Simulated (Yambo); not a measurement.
Yambo run on Sr2MoZnO6 (space group Fm-3m, No. 225). The wavefunctions are norm-conserving LDA (Quantum ESPRESSO, 84 Ry, no spin-orbit coupling) ones on a 2×2×2 mesh (45 occupied bands); a = b = c = 5.690 Å, α = β = γ = 60.00°.

Yambo input:

```
rim_cut
HF_and_locXC
RandQpts= 1000000
RandGvec= 1 Ry
EXXRLvcs= 84 Ry
VXCRLvcs= 336 Ry
% QPkrange
 1 | 1 | 45 | 46 |
 2 | 2 | 45 | 46 |
 3 | 3 | 45 | 46 |
%
```

k points by index: 1 = Γ, 2 = L, 3 = X.

Table of the .hf output:

```
#    K-point    Band    Eo [eV]    Ehf [eV]    Vxc [eV]    Vnlxc [eV]
#
    1    45    -0.055514    -5.173163    -19.79555    -24.91320
    1    46    2.248777    7.326299    -18.72995    -13.65243
    2    45    0.000000    -5.549789    -23.35298    -28.90277
    2    46    2.303073    7.651436    -18.41864    -13.07028
    3    45    -0.130902    -5.198186    -19.62297    -24.69026
    3    46    2.035794    7.459865    -18.16937    -12.74530
```
Exchange alone, without screening.

Geometry of the Materials Project entry, not relaxed at this level.
